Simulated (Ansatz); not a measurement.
Data:

Starting cell, PbS (rock salt):

```
PbS
1.0
    0.00000     2.98725     2.98725
    2.98725     0.00000     2.98725
    2.98725     2.98725     0.00000
S Pb
1 1
Direct
  0.00000   0.00000   0.00000
  0.50000   0.50000   0.50000
```

In this cell atom 2 (Pb, nearest neighbour S at 2.987 Å; its periodic images, 4.2 Å or more away, move with it) is moved by s along Cartesian [111], unit vector (0.577, 0.577, 0.577); all other atoms and the cell stay fixed.

These are r2SCAN (plane waves to 500 eV, PAW, scalar-relativistic; Ansatz, a first-principles code) values and carry that method's errors. k mesh 8×8×8 (Γ-centred), Fermi-Dirac smearing 0.05 eV. E stands for the smeared free energy. PbS was relaxed with its symmetry unable to fall. Spin-orbit coupling is left out, though Pb is heavy. The zero of ΔE is the undisplaced structure.

The scan covers s from -0.900 to 0.900 Å in 11 points.

**Question.** Is the energy the same for equal positive and negative displacements?

**Answer.** Even: the same for both signs. With its periodic images moving along, the atom's site symmetry in this cell is m-3m.

**Question.** What force acts on the atom along the line at s = -0.900 Å?

**Answer.** 2.12 eV/Å.

**Question.** What is the energy change at s = 0.900 Å?

**Answer.** 733 meV/cell.

(For displaced atoms, the force is minus the slope of the energy, and its curvature is a force constant, which sets phonon frequencies.)
